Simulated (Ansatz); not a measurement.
Starting cell, ZnS (zinc blende):

```
CELL_PARAMETERS angstrom
      0.00000     2.69456     2.69456
      2.69456     0.00000     2.69456
      2.69456     2.69456     0.00000
ATOMIC_POSITIONS crystal
  S  0.75000 0.75000 0.75000
  Zn 0.00000 0.00000 0.00000
```

The atoms are displaced by Q × the pattern below (from a DFPT mode at Γ, largest move 1; Q in Å), at fixed cell. It is one choice among 3 degenerate patterns.

```
atom      x      y       z
----  -----  -----  ------
S1    0.000  0.000  -1.000
Zn2   0.000  0.000   0.490
```

Level of theory: r2SCAN (plane waves to 500 eV, PAW, scalar-relativistic; Ansatz, an electronic-structure program). k mesh 11×11×11 (Γ-centred), Fermi-Dirac smearing 0.05 eV. The energy includes the smearing's −TS. Stress and pressure are positive under compression. ZnS was relaxed with its symmetry unable to fall. ΔE is measured from the undisplaced structure.

```csv
Q (Å),ΔE (meV/cell),−dE/dQ from forces (eV/Å),P (GPa)
-0.100,65.1,1.294,0.77
-0.083,45.3,1.083,0.54
-0.067,29.1,0.869,0.34
-0.050,16.4,0.654,0.19
-0.033,7.3,0.437,0.09
-0.017,1.8,0.219,0.02
0.000,0.0,0.000,0.00
0.017,1.8,-0.219,0.02
0.033,7.3,-0.437,0.09
0.050,16.4,-0.654,0.19
0.067,29.1,-0.869,0.34
0.083,45.3,-1.083,0.54
0.100,65.1,-1.294,0.77
```

Read from the data:

The energy at Q = 0.100 Å comes out as 65.1 meV/cell. Space group of the distorted cell: Imm2 (No. 44), lowered from F-43m. Symmetry of the curve: even: the same for both signs. Shape of the curve: a single well with its minimum at or next to zero displacement. Harmonic wavenumber from the curvature (finite differences): 273 cm⁻¹. Wavenumber by perturbation theory (DFPT, on another k mesh): 273 cm⁻¹.

(A displaced cell: forces are minus the slopes of the energy, force constants its curvatures, and phonons follow from these.)
